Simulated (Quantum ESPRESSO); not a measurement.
# TiO₂: field gradients at the nuclei

```
TiO2
1.0
   -1.89250     1.89250     4.75980
    1.89250    -1.89250     4.75980
    1.89250     1.89250    -4.75980
Ti O
2 4
Cartesian
  0.00000   0.00000   0.00000
  0.00000   1.89250   2.37990
  0.00000   0.00000   1.98782
  0.00000   1.89250   4.36772
  0.00000   1.89250   0.39208
  0.00000   0.00000   7.53178
```
The cell was made here from an entry of the Crystallography Open Database (unchecked): atoms relaxed with PBE in the measured cell (PBE without dispersion, pw.x of a modified build of Quantum ESPRESSO, symmetry kept).  Stability against distortions was not tested. The run has no spin polarisation.

Principal values are ordered |Vxx| ≤ |Vyy| ≤ |Vzz|, η = (Vxx − Vyy)/Vzz, and C_Q = eQVzz/h is given by its size. Cores are frozen. Against all-electron runs on small test molecules, this scheme's |Vzz| missed by −2 to +6 % on O. Ti had no test against all-electron runs.

Quadrupole moments taken as inputs (sizes, barn, from the tables of PySCF and pymatgen): ⁴⁷Ti 0.302, ¹⁷O 0.0256.

Question: What do the calculations give at each independent site (field gradients by the PAW reconstruction of the field gradient on a scalar-relativistic PBE ground state (Quantum ESPRESSO, JTH datasets), 22.5 Ha, k-mesh 8×8×8 through Γ)?

Answer: 
```csv
site,site symmetry,Vzz (a.u.),η_Q,∣C_Q∣ (MHz)
"Ti (atoms 1, 2)",-4m2,0.138,0.00,9.80 (⁴⁷Ti)
"O (atoms 3, 4, 5, 6)",2mm,0.176,0.47,1.06 (¹⁷O)
```
